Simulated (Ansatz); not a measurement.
Total density of states per atom from DFT-PBEsol in the program Ansatz with PAW potentials, in 0.25 eV bins, energy from the valence-band maximum:

(E (eV), states/eV/atom): (-7.85, 0.18); (-7.60, 0.34); (-7.35, 0.35); (-7.10, 0.29); (-6.85, 0.34); (-6.60, 0.20); (-6.35, 0.17); (-6.10, 0.19); (-5.85, 0.15); (-5.60, 0.13); (-5.35, 0.23); (-5.10, 0.32); (-4.85, 0.43); (-4.60, 0.42); (-4.35, 0.48); (-4.10, 0.63); (-3.85, 0.71); (-3.60, 0.56); (-3.35, 0.54); (-3.10, 0.50); (-2.85, 0.52); (-2.60, 0.50); (-2.35, 0.48); (-2.10, 0.59); (-1.85, 0.75); (-1.60, 0.85); (-1.35, 1.23); (-1.10, 1.30); (-0.85, 1.70); (-0.60, 0.60); (-0.35, 0.20); (-0.10, 0.05); (0.15, 0.00); (0.40, 0.00); (0.65, 0.00); (0.90, 0.00); (1.15, 0.00); (1.40, 0.01); (1.65, 0.01); (1.90, 0.01); (2.15, 0.02); (2.40, 0.02); (2.65, 0.03); (2.90, 0.04); (3.15, 0.05); (3.40, 0.06); (3.65, 0.07); (3.90, 0.10); (4.15, 0.11); (4.40, 0.13); (4.65, 0.27); (4.90, 0.36); (5.15, 0.30); (5.40, 0.27); (5.65, 0.26)

Q: Which of these materials gives this?
A. ZnF2, rutile
B. TiAl, R-3m (Al on 3a, Ti on 3b)
C. SnO2, rutile
D. KCl, rock salt

A: C, SnO2, rutile. Top 1 eV of the valence band: O 2p 98 %. Bottom 1 eV of the conduction band: Sn 5s 52 %, O 2s 26 %, O 2p 19 %. Projections are on Löwdin-orthogonalised atomic valence shells; empty p or d shells of many metals are not among them.

Space group P4_2/mnm (rutile). Symmetry was held in the PBEsol relaxation. Scalar-relativistic: spin–orbit coupling is off unless named, which matters more the heavier the elements.

Potentials: the later of the program's two PAW sets.
